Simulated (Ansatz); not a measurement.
Sn in space group Im-3m (No. 229; Sn on 12d) at seven volumes, PBEsol (plane waves, PAW; program Ansatz), scaled uniformly. One row is withheld.

```csv
V (Å³/atom),P (GPa)
39.814,3.76
41.127,2.28
42.439,?
43.752,0.00
45.064,-0.87
46.377,-1.60
47.690,-2.22
```

Problem. Fit the shown pressures and predict the withheld one.

Solution. P = (3/2)B₀(x^(7/2) − x^(5/2))[1 + (3/4)(B′ − 4)(x − 1)] with x = (V₀/V)^(2/3). Least squares on the six rows gives V₀ = 43.754 Å³/atom, B₀ = 31.7 GPa, B′ = 4.83. At V = 42.439, x = 1.0206 and P = 1.04 GPa. The run itself gave 1.04 GPa.

The start of the workflow was typed in or built on a structure type; the Crystallography Open Database copy checked does not list it. It is not the phase usual at ambient conditions (space group No. 141). The cell was relaxed with PBEsol under the symmetry of its start; whether a distortion lowers the energy is not shown. The volume moved by 32 % from the start of the relaxation. Spin–orbit coupling is left out wherever it is not named.

Potentials: the later of the program's two PAW sets.
